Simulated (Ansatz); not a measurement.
Starting cell, Pd (fcc, Cu type):

```
Pd
1.0
    0.00000     3.94276     3.94276
    1.97138     1.97138     3.94276
    1.97138     1.97138     0.00000
Pd
2
Direct
  0.00000   0.00000   0.00000
  0.50000   0.00000   0.00000
```

The atoms are displaced by Q × the pattern below (from a DFPT mode at X = (0.5, 0.5, 0.0), largest move 1; Q in Å), at fixed cell. It is one choice among 2 degenerate patterns. (q is in reciprocal vectors of the primitive cell; the cell shown is doubled to hold the pattern.)

| atom | x | y | z |
|---|---|---|---|
| Pd1 | 0.000 | 1.000 | 0.000 |
| Pd2 | 0.000 | -1.000 | 0.000 |

Method: PBE (plane waves to 420 eV, PAW, scalar-relativistic; Ansatz, a program for electronic structure). k mesh 20×20×20 (Γ-centred), Fermi-Dirac smearing 0.05 eV. With partly filled bands, energies and forces of such displacements shift with the k mesh and the smearing. Pd is run without spin polarisation. Pd was relaxed with its symmetry unable to fall. 

| Q (Å) | −dE/dQ from forces (eV/Å) |
|---|---|
| -0.180 | 3.069 |
| -0.150 | 2.531 |
| -0.120 | 2.022 |
| -0.090 | 1.516 |
| -0.060 | 1.010 |
| -0.030 | 0.504 |
| 0.000 | 0.000 |
| 0.030 | -0.504 |
| 0.060 | -1.010 |
| 0.090 | -1.516 |
| 0.120 | -2.022 |
| 0.150 | -2.531 |
| 0.180 | -3.069 |

What harmonic wavenumber does the curvature at Q = 0 give?

147 cm⁻¹. E″ = 16.80 eV/Å², M = Σ mᵢ|uᵢ|² = 212.8 u, ν̃ = 521.5·√(|E″|/M).

(A displaced cell: forces are minus the slopes of the energy, force constants its curvatures, and phonons follow from these.)
